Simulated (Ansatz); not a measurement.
**Which element?**

Cell vectors (Å):

```
3.1184 0.0000 0.0000
0.0000 3.1184 0.0000
0.0000 0.0000 3.1184
```

```tsv
atom	a	b	c
Zn	0.5000	0.5000	0.5000
X	0.0000	0.0000	0.0000
```

These are results of PBEsol, all-electron LAPW in Ansatz 0.2.0, scalar-relativistic, not measurements. k mesh 12×12×12, Fermi-Dirac smearing of 0.100 eV.

Harmonic phonons of a crystal by Kohn-Sham DFT at the given cell, standard atomic masses, acoustic sum rule imposed; negative wavenumbers are unstable modes.

| point | q a (r.l.u.) | q b (r.l.u.) | q c (r.l.u.) | branch | phonon wavenumber (cm⁻¹) |
| --- | --- | --- | --- | --- | --- |
| Gamma | 0 | 0 | 0 | 4 | 160.6 |
| X | 0.5 | 0 | 0 | 1 | 94.3 |
| X | 0.5 | 0 | 0 | 3 | 126.4 |
| X | 0.5 | 0 | 0 | 4 | 130.4 |
| X | 0.5 | 0 | 0 | 6 | 150.5 |
| M | 0.5 | 0.5 | 0 | 1 | 23.2 |
| M | 0.5 | 0.5 | 0 | 3 | 105.4 |
| M | 0.5 | 0.5 | 0 | 4 | 135.7 |
| M | 0.5 | 0.5 | 0 | 5 | 188.1 |
| R | 0.5 | 0.5 | 0.5 | 1 | 113.6 |
| R | 0.5 | 0.5 | 0.5 | 4 | 141.1 |

Q: All X atoms are one element. Which one was computed?

A: Ag; the crystal is ZnAg (Pm-3m).

Caveats: responses of metals move with mesh and smearing; a very soft zone-boundary mode, near an instability or sensitive to the mesh.
